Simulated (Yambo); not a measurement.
G0W0@PBE for GaSb (zinc blende, space group F-43m, No. 216) in Yambo. Reference settings: 4×4×4 Γ-centred k mesh, bands 9 to 259 and a 15 Ry block in the screening, 259 bands in G with the Bruneval-Gonze terminator, plasmon pole fitted at 27.2 eV. The PBE gap Γ → Γ on this mesh is 0.06 eV; G0W0 gaps are taken between the same points.

Gap (Γ → Γ) in eV against the number of bands and the screening block, terminator on:

```json
[
 {"bands (W and G)": "55", "3 Ry": "0.876", "6 Ry": "0.896", "9 Ry": "0.894", "12 Ry": "0.887", "15 Ry": "0.885"},
 {"bands (W and G)": "93", "3 Ry": "0.845", "6 Ry": "0.847", "9 Ry": "0.842", "12 Ry": "0.833", "15 Ry": "0.830"},
 {"bands (W and G)": "140", "3 Ry": "0.828", "6 Ry": "0.820", "9 Ry": "0.814", "12 Ry": "0.803", "15 Ry": "0.799"},
 {"bands (W and G)": "199", "3 Ry": "0.818", "6 Ry": "0.802", "9 Ry": "0.794", "12 Ry": "0.782", "15 Ry": "0.778"},
 {"bands (W and G)": "259", "3 Ry": "0.812", "6 Ry": "0.791", "9 Ry": "0.782", "12 Ry": "0.769", "15 Ry": "0.764"}
]
```

Rough cost of the Yambo step against the reference (shared machines):

| bands (W and G) | 3 Ry | 6 Ry | 9 Ry | 12 Ry | 15 Ry |
|---|---|---|---|---|---|
| 55 | 1/10 | 1/10 | 1/9 | 1/7 | 1/6 |
| 93 | 1/6 | 1/5 | 1/5 | 1/4 | 1/3 |
| 140 | 1/4 | 1/3 | 1/3 | 1/2 | ~1 |
| 199 | 1/2 | 1/2 | 1/2 | ~1 | ~1 |
| 259 | ~1 | ~1 | ~1 | ~1 | 1 |

At the largest block the last step in bands moves the gap by -0.014 eV; at the most bands the last step in the block moves it by -0.005 eV.

Spin-orbit coupling is left out, which matters for elements this heavy: edges can move by tenths of an eV. So small a PBE gap in heavy elements may be inverted, where one-shot corrections to single bands mislead.

Geometry relaxed with PBEsol; primitive cell a = 4.323 Å, b = 4.323 Å, c = 4.323 Å, α = 60.00°, β = 60.00°, γ = 60.00°.

The potentials are those of PseudoDojo's stringent table.
